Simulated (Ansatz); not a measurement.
Space group Cmcm (No. 63). a = 4.285 Å, b = 10.558 Å, c = 3.843 Å, α = 90.00°, β = 90.00°, γ = 90.00°
```
atom site symmetry x y z
   Y    4c m2m  0.5000  0.3597  0.7500
  Si    4c m2m  0.5000  0.0757  0.7500
```

Equation of state of this YSi structure (not necessarily the ground state), with shape and atoms relaxed at each volume where symmetry leaves them free. It has no gap at any of these volumes. These are results of DFT r2SCAN, scalar-relativistic, plane waves, PAW in Ansatz 0.2.0, not measurements.

Cutoff 500 eV; k points 10×10×12 on the computed 4-atom cell (Γ-centred); Gaussian smearing, width 0.10 eV; no spin polarisation.

```csv
V (Å³/atom),E − E(largest V) (meV/atom),P (GPa)
20.430,4.62,6.53
21.082,-14.60,3.01
21.734,-20.57,0.00
22.386,-15.16,-2.59
23.038,0.00,-4.80
```

Q: Fit a third-order Birch–Murnaghan equation to E(V).

A: V0 = 21.73 Å³/atom, B0 = 93 GPa, B0' = 4.1.

Cost: 5 runs of about 15 core-minutes in all, on Intel Xeon Platinum 8375C (Ice Lake) (shared hosts).